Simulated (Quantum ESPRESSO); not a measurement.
Band energies of SiC

```
CELL_PARAMETERS angstrom
      0.00000     2.17855     2.17855
      2.17855     0.00000     2.17855
      2.17855     2.17855     0.00000
ATOMIC_POSITIONS crystal
  C  0.00000 0.00000 0.00000
  Si 0.75000 0.75000 0.75000
```

PBEsol (pw.x of Quantum ESPRESSO, ONCV potentials, scalar-relativistic); path ΓXWKΓLUWLK,UX; energies in eV from the valence-band maximum.

| k (1/Å) | point | band 1 | band 2 | band 3 | band 4 | band 5 | band 6 | band 7 |
|---|---|---|---|---|---|---|---|---|
| 0.00 | Γ | -15.44 | 0.00 | 0.00 | 0.00 | 6.18 | 7.24 | 7.24 |
| 0.33 |  | -15.09 | -0.97 | -0.62 | -0.62 | 6.23 | 7.10 | 8.16 |
| 0.78 |  | -13.59 | -3.73 | -2.13 | -2.13 | 3.60 | 5.94 | 10.88 |
| 1.22 |  | -11.17 | -6.93 | -3.09 | -3.09 | 1.52 | 4.39 | 13.45 |
| 1.44 | X | -10.37 | -7.85 | -3.22 | -3.22 | 1.24 | 4.21 | 13.93 |
| 1.56 |  | -10.36 | -7.81 | -3.36 | -3.34 | 1.48 | 4.42 | 13.65 |
| 2.04 |  | -10.15 | -7.14 | -4.92 | -4.68 | 4.75 | 8.23 | 9.79 |
| 2.16 | W | -10.13 | -7.05 | -5.06 | -4.76 | 5.13 | 9.36 | 9.42 |
| 2.55 |  | -10.34 | -7.28 | -5.58 | -2.92 | 3.34 | 7.75 | 11.17 |
| 2.67 | K | -10.37 | -7.31 | -5.62 | -2.62 | 3.00 | 7.69 | 11.77 |
| 2.88 |  | -10.89 | -7.02 | -5.64 | -2.10 | 3.87 | 9.23 | 10.50 |
| 3.28 |  | -12.92 | -5.43 | -3.84 | -0.91 | 5.97 | 8.30 | 8.60 |
| 3.69 |  | -14.63 | -2.71 | -1.52 | -0.16 | 7.00 | 7.24 | 7.70 |
| 4.00 |  | -15.31 | -0.62 | -0.27 | -0.01 | 6.46 | 7.20 | 7.32 |
| 4.20 | Γ | -15.44 | 0.00 | 0.00 | 0.00 | 6.18 | 7.24 | 7.24 |
| 4.39 |  | -15.32 | -0.63 | -0.08 | -0.08 | 6.40 | 7.36 | 7.39 |
| 4.78 |  | -14.41 | -3.87 | -0.55 | -0.55 | 6.00 | 7.86 | 7.86 |
| 5.07 |  | -13.21 | -6.49 | -0.88 | -0.88 | 5.58 | 7.51 | 7.51 |
| 5.45 | L | -11.83 | -8.61 | -1.06 | -1.06 | 5.37 | 7.15 | 7.15 |
| 5.84 |  | -11.44 | -8.18 | -3.03 | -1.62 | 4.92 | 7.68 | 8.55 |
| 6.14 |  | -10.73 | -7.44 | -5.19 | -2.29 | 3.59 | 8.69 | 10.67 |
| 6.33 | U | -10.37 | -7.31 | -5.62 | -2.62 | 3.00 | 7.69 | 11.77 |
| 6.54 |  | -10.30 | -7.24 | -5.51 | -3.32 | 3.79 | 7.87 | 10.68 |
| 6.84 | W | -10.13 | -7.05 | -5.06 | -4.76 | 5.13 | 9.36 | 9.42 |
| 6.94 |  | -10.19 | -7.05 | -5.22 | -4.47 | 5.11 | 8.95 | 9.56 |
| 7.21 |  | -10.82 | -7.51 | -4.60 | -3.00 | 5.04 | 7.69 | 10.35 |
| 7.59 |  | -11.63 | -8.39 | -2.15 | -1.42 | 5.63 | 6.66 | 8.07 |
| 7.86 | L | -11.83 | -8.61 | -1.06 | -1.06 | 5.37 | 7.15 | 7.15 |
| 7.95 |  | -11.81 | -8.59 | -1.19 | -1.10 | 5.45 | 7.02 | 7.22 |
| 8.22 |  | -11.51 | -8.26 | -2.73 | -1.53 | 5.11 | 7.43 | 8.31 |
| 8.57 |  | -10.69 | -7.39 | -5.29 | -2.33 | 3.52 | 8.63 | 10.81 |
| 8.75 | K | -10.37 | -7.31 | -5.62 | -2.62 | 3.00 | 7.69 | 11.77 |
| 8.75 | U | -10.37 | -7.31 | -5.62 | -2.62 | 3.00 | 7.69 | 11.77 |
| 8.85 |  | -10.30 | -7.47 | -5.20 | -2.83 | 2.60 | 6.61 | 12.40 |
| 9.26 | X | -10.37 | -7.85 | -3.22 | -3.22 | 1.24 | 4.21 | 13.93 |

The PBEsol gap is indirect, 1.24 eV, from Γ to X; the smallest direct gap is 4.46 eV.

Geometry relaxed with PBEsol.
